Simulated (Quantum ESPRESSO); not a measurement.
## Si3O4NF (input and log of a self-consistent run)

A calculation, not a measurement. The program is pw.x of Quantum ESPRESSO 7.5 (plane-wave density functional theory). The cell is made up: 9 atoms on a quartz lattice, with randomly drawn elements, strain and displacements, not relaxed. PseudoDojo standard norm-conserving files (v0.5 for PBE, v0.4.1 for LDA and PBEsol) set the functional; there is no spin polarisation, spin-orbit coupling or dispersion term, and the masses in the input are unused placeholders.

Input:

```
&control calculation='scf', pseudo_dir='./dojo.nc.sr.pbe.v0_5.standard.upf', outdir='./o', disk_io='low', tprnfor=.true., tstress=.true. /
&system ibrav=0, nat=9, ntyp=4, nbnd=30, ecutwfc=84.00895049, nosym=.true., tot_charge=0,
 occupations='smearing', smearing='fd', degauss=0.0018374661
/
&electrons conv_thr=7.350e-09, electron_maxstep=60, /
ATOMIC_SPECIES
F 1.0 F.upf
N 1.0 N.upf
O 1.0 O.upf
Si 1.0 Si.upf
CELL_PARAMETERS angstrom
4.9886 -0.0371 0.0067
-2.5264 4.2838 -0.0187
0.0074 -0.0194 5.3888
ATOMIC_POSITIONS angstrom
Si 2.3286 -0.0253 3.609
Si -1.1944 2.0047 1.8234
Si 1.3256 2.2515 0.0124
O 1.3697 1.1138 4.2049
N 3.279 0.5997 2.446
O 2.9285 2.5109 0.6712
F 0.2545 1.7852 1.1346
O -1.1466 3.1107 2.9536
O 0.709 3.6649 4.7194
K_POINTS automatic
5 5 4 1 1 1
```

The log is shortened where brackets say so; the opening notice, blank lines, dates and the lines on written files are dropped, and the path of the files is cut. It prints rydbergs, bohrs and kilobars, and counts compression as positive stress. With no partly filled state, the Fermi energy that it prints is only some level between the filled and the empty states on the mesh, and need not lie in the true gap.

```
     Program PWSCF v.7.5
     Parallel version (MPI & OpenMP), running on       4 processor cores
     Number of MPI processes:                 4
     Threads/MPI process:                     1
     [start-up lines left out]
     bravais-lattice index     =            0
     lattice parameter (alat)  =       9.4274  a.u.
     unit-cell volume          =     773.7152 (a.u.)^3
     number of atoms/cell      =            9
     number of atomic types    =            4
     number of electrons       =        48.00
     number of Kohn-Sham states=           30
     kinetic-energy cutoff     =      84.0090  Ry
     charge density cutoff     =     336.0358  Ry
     scf convergence threshold =      7.3E-09
     mixing beta               =       0.7000
     number of iterations used =            8  plain     mixing
     Exchange-correlation= PBE
                           (   1   4   3   4   0   0   0)
     [axes and pseudopotential details left out]
   Cartesian axes
     site n.     atom                  positions (alat units)
         1        Si     tau(   1) = (   0.4667709  -0.0050714   0.7234288  )
         2        Si     tau(   2) = (  -0.2394191   0.4018448   0.3655029  )
         3        Si     tau(   3) = (   0.2657183   0.4513161   0.0024856  )
         4        O      tau(   4) = (   0.2745582   0.2232627   0.8428777  )
         5        N      tau(   5) = (   0.6572799   0.1202107   0.4903039  )
         6        O      tau(   6) = (   0.5870217   0.5033132   0.1345429  )
         7        F      tau(   7) = (   0.0510149   0.3578457   0.2274321  )
         8        O      tau(   8) = (  -0.2298375   0.6235439   0.5920530  )
         9        O      tau(   9) = (   0.1421200   0.7346340   0.9460100  )
     number of k points=    50  Fermi-Dirac smearing, width (Ry)=  0.0018
                       cart. coord. in units 2pi/alat
        k(    1) = (   0.1011603   0.1766233   0.1162171), wk =   0.0400000
        k(    2) = (   0.1008556   0.1774539   0.3476608), wk =   0.0400000
     [further k points left out]
     Dense  grid:    80507 G-vectors     FFT dimensions: (  60,  60,  60)
     Estimated max dynamical RAM per process >     164.17 MB
     Estimated total dynamical RAM >     597.73 MB
     Initial potential from superposition of free atoms
     starting charge      47.9981, renormalised to      48.0000
     Starting wfcs are   36 randomized atomic wfcs
     total cpu time spent up to now is        2.5 secs
     per-process dynamical memory:   125.8 Mb
     Self-consistent Calculation
     iteration #  1     ecut=    84.01 Ry     beta= 0.70
     Davidson diagonalization with overlap
     ethr =  1.00E-02,  avg # of iterations =  3.0
     total cpu time spent up to now is        6.8 secs
     total energy              =    -227.11053825 Ry
     estimated scf accuracy    <       2.79358015 Ry
     iteration #  2     ecut=    84.01 Ry     beta= 0.70
     Davidson diagonalization with overlap
     ethr =  5.82E-03,  avg # of iterations =  3.0
     total cpu time spent up to now is       10.8 secs
     total energy              =    -227.70539261 Ry
     estimated scf accuracy    <       2.54045239 Ry
     iteration #  3     ecut=    84.01 Ry     beta= 0.70
     Davidson diagonalization with overlap
     ethr =  5.29E-03,  avg # of iterations =  2.0
     total cpu time spent up to now is       14.1 secs
     total energy              =    -228.25123812 Ry
     estimated scf accuracy    <       0.12433193 Ry
     iteration #  4     ecut=    84.01 Ry     beta= 0.70
     Davidson diagonalization with overlap
     ethr =  2.59E-04,  avg # of iterations =  6.3
     total cpu time spent up to now is       18.5 secs
     total energy              =    -228.27215812 Ry
     estimated scf accuracy    <       0.01813015 Ry
     iteration #  5     ecut=    84.01 Ry     beta= 0.70
     Davidson diagonalization with overlap
     ethr =  3.78E-05,  avg # of iterations =  8.4
     total cpu time spent up to now is       23.6 secs
     total energy              =    -228.27604753 Ry
     estimated scf accuracy    <       0.00221739 Ry
     [iterations 6 to 7 left out]
     iteration #  8     ecut=    84.01 Ry     beta= 0.70
     Davidson diagonalization with overlap
     ethr =  8.66E-08,  avg # of iterations =  2.0
     total cpu time spent up to now is       35.6 secs
     total energy              =    -228.27642028 Ry
     estimated scf accuracy    <       0.00001204 Ry
     iteration #  9     ecut=    84.01 Ry     beta= 0.70
     Davidson diagonalization with overlap
     ethr =  2.51E-08,  avg # of iterations =  3.0
     total cpu time spent up to now is       39.6 secs
     total energy              =    -228.27642377 Ry
     estimated scf accuracy    <       0.00000252 Ry
     iteration # 10     ecut=    84.01 Ry     beta= 0.70
     Davidson diagonalization with overlap
     ethr =  5.26E-09,  avg # of iterations =  2.0
     total cpu time spent up to now is       43.0 secs
     total energy              =    -228.27642394 Ry
     estimated scf accuracy    <       0.00000038 Ry
     iteration # 11     ecut=    84.01 Ry     beta= 0.70
     Davidson diagonalization with overlap
     ethr =  7.87E-10,  avg # of iterations =  2.0
     total cpu time spent up to now is       46.8 secs
     total energy              =    -228.27642400 Ry
     estimated scf accuracy    <       0.00000001 Ry
     iteration # 12     ecut=    84.01 Ry     beta= 0.70
     Davidson diagonalization with overlap
     ethr =  2.62E-11,  avg # of iterations =  3.7
     total cpu time spent up to now is       51.1 secs
     End of self-consistent calculation
          k = 0.1012 0.1766 0.1162 ( 10052 PWs)   bands (ev):
   -24.8407 -16.1803 -15.5704 -14.7902 -14.5431  -9.5787  -8.1802  -5.6854
    -5.3021  -5.0366  -3.6935  -2.6977  -2.2924  -0.9147  -0.1610   0.1287
     0.2940   0.8232   0.9861   1.5648   1.7728   2.1296   4.4768   4.8479
     7.7861  10.8475  10.9845  11.5093  12.0472  12.8163
     [levels at the other k points left out]
     the Fermi energy is     6.2278 ev
!    total energy              =    -228.27642401 Ry
     estimated scf accuracy    <          1.2E-09 Ry
     smearing contrib. (-TS)   =       0.00000000 Ry
     internal energy E=F+TS    =    -228.27642401 Ry
     The total energy is F=E-TS. E is the sum of the following terms:
     one-electron contribution =    -107.65322003 Ry
     hartree contribution      =      79.43536622 Ry
     xc contribution           =     -61.05778374 Ry
     ewald contribution        =    -139.00078646 Ry
     convergence has been achieved in  12 iterations
     Forces acting on atoms (cartesian axes, Ry/au):
     atom    1 type  4   force =     0.02387268    0.01851220   -0.13438649
     atom    2 type  4   force =    -0.13365859   -0.05733149    0.17978432
     atom    3 type  4   force =     0.15783099    0.11894221   -0.15325169
     atom    4 type  3   force =    -0.06564195    0.07743767    0.11166535
     atom    5 type  2   force =     0.01644662   -0.05736603   -0.03256513
     atom    6 type  3   force =    -0.19409878    0.05194895   -0.17768872
     atom    7 type  1   force =     0.08386973   -0.03313514   -0.00010529
     atom    8 type  3   force =     0.01131906    0.03589041    0.03102742
     atom    9 type  3   force =     0.10006022   -0.15489877    0.17552024
     Total force =     0.556468     Total SCF correction =     0.000056
     Computing stress (Cartesian axis) and pressure
          total   stress  (Ry/bohr**3)                   (kbar)     P=       96.97
   0.00056171  -0.00001388  -0.00032001           82.63       -2.04      -47.07
  -0.00001388   0.00045955  -0.00023749           -2.04       67.60      -34.94
  -0.00032001  -0.00023749   0.00095623          -47.07      -34.94      140.67
     init_run     :      2.34s CPU      2.44s WALL (       1 calls)
     electrons    :     48.42s CPU     48.61s WALL (       1 calls)
     forces       :      0.69s CPU      0.69s WALL (       1 calls)
     stress       :      2.33s CPU      2.33s WALL (       1 calls)
     [timing details left out]
     PWSCF        :     53.85s CPU     54.17s WALL
     JOB DONE.
```

In other units: free energy -3105.859 eV for the cell, pressure 9.70 GPa, largest force component 4.990 eV/Å. A rerun of a related cell, with the same atoms placed differently, at 1437 eV and a 7 x 7 x 6 mesh moved values by no more than 0.002 eV in energy, 0.02 GPa in stress and 0.002 eV/Å in force.